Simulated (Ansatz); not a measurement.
Kick test of a cell of Ba2Be

The structure comes from a generated guess, relaxed at this level; another structure or a mixture of phases may lie lower.

All numbers below come from Ansatz, DFT PBE, scalar-relativistic, plane waves, PAW. Cutoff 420 eV; k points 10×10×10 on the computed 3-atom cell (Γ-centred); Gaussian smearing, width 0.10 eV; no spin polarisation.

The cell below (3 atoms, space group Fm-3m (No. 225)) is relaxed within its symmetry.

```yaml
crystal:
  lattice:
    - [0.00000, 3.98316, 3.98316]
    - [3.98316, 0.00000, 3.98316]
    - [3.98316, 3.98316, 0.00000]
  atoms:
    - { symbol: Ba, position: [0.25000, 0.25000, 0.25000] }
    - { symbol: Ba, position: [0.75000, 0.75000, 0.75000] }
    - { symbol: Be, position: [0.50000, 0.50000, 0.50000] }
```

For the test a repeat of it with 6 atoms (edges 5.63, 5.63, 9.76 Å) was strained at random (σ = 1.5 % a component), the atoms were moved at random (σ = 0.15 Å), and all was relaxed again on a coarse 6×6×6 mesh (in the run’s order of axes) with 0.20 eV smearing, with no symmetry imposed.

The cell is a metal run without spin; a magnetic state may lie lower.

Question: Is the structure stable against such a distortion?

Answer: It returns, within 1 meV/atom of the unmoved cell on that mesh and with the same symmetry when read at 0.1 Å. No instability shows in this cell; modes of other wave vectors, which need another repeat, aren't tested. Another cell of Ba2Be relaxed alike, in I4/mcm, lies 46 meV/atom lower, so this cell isn't the stable form at this level.
